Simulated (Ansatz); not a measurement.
## Guessed and relaxed cells of K₃NaTe₂

Recipe of this trial structure of K₃NaTe₂: ordered mixture on the cation sites of cuprite (R-3m, No. 166) (occupants of the shared sites, in ratio, K: 3, Na: 1). The dimensions are guesses.

start.cif

```cif
data_structure
_symmetry_space_group_name_H-M 'R-3m:H'
_symmetry_Int_Tables_number 166
_cell_length_a 9.3909
_cell_length_b 9.3909
_cell_length_c 11.5015
_cell_angle_alpha 90.000
_cell_angle_beta 90.000
_cell_angle_gamma 120.000
_cell_volume 878.42
loop_
_atom_site_label
_atom_site_type_symbol
_atom_site_symmetry_multiplicity
_atom_site_Wyckoff_symbol
_atom_site_fract_x
_atom_site_fract_y
_atom_site_fract_z
_atom_site_occupancy
K1 K 9 d 0.83333 0.16667 0.16667 1
Na1 Na 3 b 0.00000 0.00000 0.50000 1
Te1 Te 6 c 0.00000 0.00000 0.75000 1
```

These are results of Ansatz 0.2.0, DFT PBE, scalar-relativistic, plane waves, PAW, not measurements. Cutoff 420 eV, Gaussian smearing, Γ-centred meshes. Cell and atoms relax first on a coarse mesh and then on a converged one. In between, the cell is made exact in the group found at 0.06 Å. The steps can't lower the symmetry of their start. No spin polarisation.

end.cif

```cif
data_structure
_symmetry_space_group_name_H-M 'R-3m:H'
_symmetry_Int_Tables_number 166
_cell_length_a 10.8329
_cell_length_b 10.8329
_cell_length_c 12.0294
_cell_angle_alpha 90.000
_cell_angle_beta 90.000
_cell_angle_gamma 120.000
_cell_volume 1222.54
loop_
_atom_site_label
_atom_site_type_symbol
_atom_site_symmetry_multiplicity
_atom_site_Wyckoff_symbol
_atom_site_fract_x
_atom_site_fract_y
_atom_site_fract_z
_atom_site_occupancy
K1 K 9 d 0.83333 0.16667 0.16667 1
Na1 Na 3 b 0.00000 0.00000 0.50000 1
Te1 Te 6 c 0.00000 0.00000 0.74298 1
```

The symmetry stays R-3m (No. 166). The volume per atom grows by 39.2 %, from 48.8 to 67.9 Å³. The shortest distance goes from 2.88 Å (K–Te and Na–Te) to 2.92 Å (Na–Te). The energy falls by about 0.29 eV/atom (the start's value is from the coarse mesh).

```json
{
 "Volume per atom": "67.92 Å³",
 "Density": "1.61 g/cm³",
 "Formation energy": "−0.707 eV/atom",
 "Gap on the 6×6×6 mesh of the 6-atom cell": "1.24 eV"
}
```

Formation energies are uncorrected and refer to the elements' standard structures at the same level. It lies below the elements, which doesn't yet make it stable against other compounds or structures.

The last run used Gaussian smearing of 0.02 eV. Spin–orbit coupling, which can matter for Te, is left out. Kohn–Sham gaps at this level usually fall short of measured ones. The missing spin–orbit coupling can work the other way here. The reference form of Te is held partly by dispersion forces, which this level lacks. A structure relaxed within its symmetry needn't be a true minimum. In all, the 3 runs took 4.7 min on 1 thread of Arm Neoverse V1, on a shared host.
